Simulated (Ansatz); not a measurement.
N2 on a (001) slab of Ru (P6_3/mmc (No. 194)), 4 planes, outer planes Ru (top) and Ru (bottom), 1 a cell of 25.2 Å², relaxed and still whole (its atoms last):

```
Ru N
1.0
     5.39519    0.00000    0.00000
    -2.69759    4.67237    0.00000
     0.00000    0.00000   25.49873
Ru N
16 2
Direct
  0.33333 0.16667 0.31374
  0.33333 0.66667 0.31374
  0.83333 0.16667 0.31374
  0.83333 0.66667 0.31374
  0.16667 0.33333 0.39739
  0.16667 0.83333 0.39739
  0.66667 0.33333 0.39739
  0.66667 0.83333 0.39739
  0.33381 0.16619 0.48169
  0.33381 0.66762 0.48169
  0.83238 0.16619 0.48169
  0.83333 0.66667 0.48041
  0.16667 0.33333 0.56685
  0.16882 0.83441 0.56203
  0.66559 0.33118 0.56203
  0.66559 0.83441 0.56203
  0.16667 0.33333 0.64409
  0.16667 0.33333 0.68806
```

Level of theory: DFT PBE+D3(BJ), scalar-relativistic, plane waves, PAW in Ansatz. Settings: cutoff 420 eV, Γ-centred mesh 4×4×1 on the computed 18-atom cell, Gaussian smearing of 0.10 eV; no spin polarisation. A dipole correction removes the field between periodic images along c.

It binds with 0.81 eV a molecule against the clean slab and the free molecule (no zero-point or thermal terms); its shortest contact is N–Ru 1.97 Å. Take first-order desorption with no barrier to adsorption, no reaction on the face and an assumed prefactor of 10^13 s⁻¹.

(1) How long does a molecule stay at 573 K?

(2) Where does its peak lie in a desorption experiment heated at 5 K/s?

(3) Is this physisorption or chemisorption?

The molecule may also break up before it leaves, which wasn't tried.

## Answers

(1) τ = ν⁻¹·exp(E/k_BT) with k_BT = 0.0494 eV: E/k_BT = 16.4, so τ ≈ 1×10^-6 s. At about one hit a site a second (10⁻⁶ mbar) the coverage is near τ × 1 s⁻¹, so a layer needs roughly 8×10^-1 mbar.

(2) The peak obeys E/(k_B·T_p²) = (ν/β)·exp(−E/k_BT_p). Solving gives T_p ≈ 307 K (E/k_BT_p = 30.6). An error of 0.1 eV in E moves it by about 38 K, and larger molecules have larger prefactors, which lowers it.

(3) The tightest contact, N–Ru 1.97 Å, is 0.91 times the sum of covalent radii, and deformation and lateral interaction add up to +0.10 eV. This is chemisorption.